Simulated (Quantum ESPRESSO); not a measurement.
# Band energies of CsBr at -1.5 % isotropic strain

```
CELL_PARAMETERS angstrom
      4.17564     0.00000     0.00000
      0.00000     4.17564     0.00000
      0.00000     0.00000     4.17564
ATOMIC_POSITIONS crystal
  Br 0.50000 0.50000 0.50000
  Cs 0.00000 0.00000 0.00000
```

PBEsol (Quantum ESPRESSO, PseudoDojo norm-conserving, 50 Ry, without SOC); path ΓXMΓRX,MR; energies in eV from the valence-band maximum.

```csv
k (1/Å),point,band 4,band 5,band 6,band 7,band 8,band 9,band 10,band 11
0.00,Γ,-6.21,-6.21,0.00,0.00,0.00,4.63,4.69,4.69
0.21,,-6.18,-6.18,-0.38,-0.05,-0.05,4.83,5.17,5.22
0.43,,-6.12,-6.12,-1.05,-0.17,-0.17,5.23,6.38,6.48
0.64,,-6.07,-6.07,-1.50,-0.28,-0.28,5.73,7.40,7.82
0.75,X,-6.06,-6.06,-1.56,-0.29,-0.29,5.83,7.58,7.96
0.86,,-6.11,-6.05,-1.50,-0.31,-0.28,5.89,7.54,7.69
1.18,,-6.65,-6.01,-0.96,-0.52,-0.15,5.68,6.08,7.81
1.40,,-6.93,-5.98,-0.66,-0.60,-0.06,5.24,5.49,7.29
1.50,M,-6.97,-5.97,-0.62,-0.62,-0.05,5.17,5.42,7.22
1.61,,-6.93,-5.98,-0.66,-0.60,-0.06,5.23,5.49,7.25
1.82,,-6.68,-6.01,-0.88,-0.52,-0.13,5.56,6.02,7.51
2.14,,-6.28,-6.12,-0.81,-0.28,-0.13,5.49,6.01,6.23
2.36,,-6.21,-6.18,-0.32,-0.09,-0.05,4.92,5.11,5.15
2.57,Γ,-6.21,-6.21,0.00,0.00,0.00,4.63,4.69,4.69
2.77,,-6.25,-6.18,-0.27,-0.07,-0.07,4.98,4.98,5.10
3.07,,-6.42,-6.25,-0.67,-0.41,-0.41,6.28,6.28,6.55
3.27,,-6.54,-6.47,-0.73,-0.73,-0.61,7.00,7.30,7.30
3.47,,-6.63,-6.63,-1.07,-1.07,-0.76,6.81,7.86,7.86
3.67,,-6.69,-6.69,-1.33,-1.33,-1.19,7.70,8.35,8.35
3.87,R,-6.71,-6.71,-1.43,-1.43,-1.43,8.64,8.64,8.64
3.97,,-6.70,-6.70,-1.41,-1.40,-1.37,8.37,8.45,8.62
4.16,,-6.67,-6.60,-1.26,-1.19,-0.98,7.37,7.53,8.39
4.36,,-6.56,-6.45,-1.01,-1.00,-0.47,6.65,6.85,7.41
4.55,,-6.37,-6.26,-1.11,-0.68,-0.20,6.58,6.67,6.90
4.84,,-6.09,-6.07,-1.51,-0.32,-0.27,5.88,7.54,7.84
4.94,X,-6.06,-6.06,-1.56,-0.29,-0.29,5.83,7.58,7.96
4.94,M,-6.97,-5.97,-0.62,-0.62,-0.05,5.17,5.42,7.22
5.15,,-6.92,-6.12,-0.77,-0.77,-0.38,5.72,6.02,7.37
5.37,,-6.82,-6.44,-1.12,-1.12,-0.98,7.19,7.33,7.81
5.69,R,-6.71,-6.71,-1.43,-1.43,-1.43,8.64,8.64,8.64
```

The PBEsol gap is direct, 4.63 eV at Γ.

Spin-orbit splittings are left out.

Geometry strained from the cell relaxed with PBEsol, atoms relaxed again.
